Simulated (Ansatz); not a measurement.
**Squeezing Y₂P (CdCl2 type)**

```
CELL_PARAMETERS angstrom
1.93286 -1.11593 6.15386
0.00000 2.23187 6.15386
-1.93286 -1.11593 6.15386
ATOMIC_POSITIONS crystal
P 0.00000 0.00000 0.00000
Y 0.24854 0.24854 0.24854
Y 0.75146 0.75146 0.75146
```

The cell comes from a relaxation on PAW files under the same functional, begun from a prototype that needn't be the stable phase.

Its volume is scaled, and at each volume shape and atoms are relaxed on PAW files; all methods then take that cell.

All numbers are PBEsol results (scalar-relativistic) from Ansatz 0.2.0, with a Γ-centred 11×11×11 k mesh, Fermi–Dirac smearing of 0.05 eV, no spin polarisation. Methods: LAPW: all electrons, basis error target 0.5 meV/atom; PAW: frozen-core files, cutoff 420 eV.

Energies are extrapolated to zero smearing and count from the unscaled cell; pressure is positive in compression; gaps take the mesh and a band path. No temperature or zero-point motion is included.

The PAW files were made under PBE.

| V/V0 | V (Å³/atom) | P LAPW (GPa) | ΔE LAPW (eV/atom) | P PAW − LAPW (GPa) | ΔE PAW − LAPW (meV/atom) | space group | shortest distance (Å) |
| --- | --- | --- | --- | --- | --- | --- | --- |
| 1.00 | 26.55 | -0.01 | 0.000 | 0.00 | 0.0 | R-3m | 2.726 |
| 0.80 | 21.24 | 17.97 | ? | 0.01 | 0.1 | R-3m | 2.601 |
| 0.70 | 18.58 | ? | 0.681 | 0.02 | 0.2 | R-3m | 2.524 |

Task: Fill in "ΔE LAPW (eV/atom)" for the row "0.80".

Result: 0.255.

Task: Fill in "P LAPW (GPa)" for the row "0.70".

Result: 34.3.

Task: How do the Löwdin populations by LAPW change from the unscaled cell to the last row?

Result: P 3s 1.48 → 1.35, P 3p 3.92 → 3.60, Y 4s 1.97 → 1.92, Y 5s 0.66 → 0.52, Y 4p 5.98 → 5.93, Y 4d 2.12 → 2.61 electrons an atom. These are projections on the shells that the free atoms fill; 0.18 e a cell lies outside them at the start and 0.11 e at the end.
